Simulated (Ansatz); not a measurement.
ZnCu2SiTe4:
```
CELL_PARAMETERS angstrom
     -2.93910     2.93910     5.83194
      2.93910    -2.93910     5.83194
      2.93910     2.93910    -5.83194
ATOMIC_POSITIONS crystal
  Zn 0.00000 0.00000 0.00000
  Si 0.50000 0.50000 0.00000
  Cu 0.75000 0.25000 0.50000
  Cu 0.25000 0.75000 0.50000
  Te 0.38698 0.87534 0.00000
  Te 0.12466 0.12466 0.51163
  Te 0.87534 0.38698 0.00000
  Te 0.61302 0.61302 0.48837
```

Relaxed with LDA. Special points in fractions of this cell's reciprocal vectors: Γ (0.000, 0.000, 0.000); X (0.000, 0.000, 0.500); P (0.250, 0.250, 0.250); N (0.000, 0.500, 0.000); M (0.500, 0.500, -0.500); S (0.313, 0.687, -0.313); S0 (-0.313, 0.313, 0.313); R (-0.127, 0.127, 0.500); G (0.500, 0.500, -0.127).

**Question.** List the band energies nearest the valence-band maximum at these points for LDA in the plane-wave PAW code Ansatz.

**Answer.** In eV from the valence-band maximum; about four levels below and three above (degenerate sets whole), none deeper than 8.9 eV; points with the same levels are listed once.

```json
[
 {"k": "Γ", "below": "-2.41 -0.07 0.00 0.00", "above": "0.27 1.05 2.24"},
 {"k": "X", "below": "-1.65 -0.72 -0.57 -0.50", "above": "0.18 1.45 1.90"},
 {"k": "P", "below": "-1.30 -1.30 -0.71 -0.52", "above": "0.78 1.17 2.78 2.78"},
 {"k": "N", "below": "-1.88 -1.62 -1.25 -1.05", "above": "1.66 2.17 2.51"},
 {"k": "M", "below": "-2.08 -1.84 -1.14 -1.14", "above": "0.73 1.29 1.36 1.36"},
 {"k": "S", "below": "-1.89 -1.83 -1.24 -0.78", "above": "1.10 1.98 2.44"},
 {"k": "R", "below": "-1.58 -1.12 -0.97 -0.64", "above": "0.65 2.04 2.09"}
]
```

Space group I-42m. The workflow started from a Materials Project entry (that database holds measured and hypothetical structures alike); the Crystallography Open Database copy checked does not list it. Its standing as an ambient phase is unchecked. The LDA relaxation kept the symmetry of its start; whether a distortion lowers the energy is not shown. No spin polarisation was allowed. Spin–orbit coupling is left out wherever it is not named.

Potentials: the later of the program's two PAW sets.
